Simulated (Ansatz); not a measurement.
MgS:
```
CELL_PARAMETERS angstrom
      0.00000     2.61486     2.61486
      2.61486     0.00000     2.61486
      2.61486     2.61486     0.00000
ATOMIC_POSITIONS crystal
  Mg 0.50000 0.50000 0.50000
  S  0.00000 0.00000 0.00000
```

Relaxed with PBE. Special points in fractions of this cell's reciprocal vectors: Γ (0.000, 0.000, 0.000); X (0.500, 0.000, 0.500); U (0.625, 0.250, 0.625); K (0.375, 0.375, 0.750); L (0.500, 0.500, 0.500); W (0.500, 0.250, 0.750).

### Question
List the band energies nearest the valence-band maximum at these points for PBE (plane waves, PAW; program Ansatz).

### Answer
In eV from the valence-band maximum; about four levels below and three above (degenerate sets whole), none deeper than 8.9 eV; points with the same levels are listed once.

```csv
k,below,above
Γ,0.00 0.00 0.00,3.60 7.93 7.93 7.93
X,-4.10 -1.64 -1.64,2.76 4.43 11.86
U,-3.61 -3.12 -1.33,3.89 6.67 9.60
L,-4.74 -0.57 -0.57,4.53 6.88 6.88
W,-3.16 -3.16 -2.31,5.19 7.91 7.91
```

Space group Fm-3m (rock salt). The PBE relaxation kept the symmetry of its start; phonons on a q-mesh show no instability.

Potentials: the later of the program's two PAW sets.
